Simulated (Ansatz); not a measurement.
LaB₆:
```cif
data_B6La
_chemical_formula_sum 'La1 B6'
_space_group_name_H-M_alt 'P 1'
_space_group_IT_number 1
_cell_length_a 4.12971
_cell_length_b 4.12971
_cell_length_c 4.12971
_cell_angle_alpha 90.000
_cell_angle_beta 90.000
_cell_angle_gamma 90.000
loop_
_space_group_symop_operation_xyz
  'x, y, z'
loop_
_atom_site_label
_atom_site_type_symbol
_atom_site_fract_x
_atom_site_fract_y
_atom_site_fract_z
_atom_site_occupancy
La1 La 0.00000 0.00000 0.00000 1
B1 B 0.80035 0.50000 0.50000 1
B2 B 0.19965 0.50000 0.50000 1
B3 B 0.50000 0.80035 0.50000 1
B4 B 0.50000 0.19965 0.50000 1
B5 B 0.50000 0.50000 0.80035 1
B6 B 0.50000 0.50000 0.19965 1
```

Relaxed with PBEsol.

Question: Decompose the optical modes at the zone centre into irreducible representations, and say which are infrared and Raman allowed.

Answer: Point group m-3m: Γ_opt = A1g + Eg + T1g + 2T1u + T2g + T2u. Infrared: T1u. Raman: A1g, Eg, T2g.

Question: Assign frequencies (DFPT, plane-wave PAW PBEsol (Ansatz code)).

Answer: T1u 186, T2u 519, T1g 563, T2g 704, T1u 858, Eg 1136, A1g 1287 cm⁻¹.

Space group Pm-3m. The cell was relaxed with PBEsol under the symmetry of its start. As this level gives no gap, phonon frequencies hold no LO–TO term and depend on the k-mesh and smearing (Fermi–Dirac, 0.1 eV here). Scalar-relativistic: spin–orbit coupling is off unless named, which matters more the heavier the elements.

Potentials: the earlier of the program's two PAW sets. The files were generated under PBE; for other functionals the program regenerates the frozen cores, and for LDA and PBEsol the local potential too.
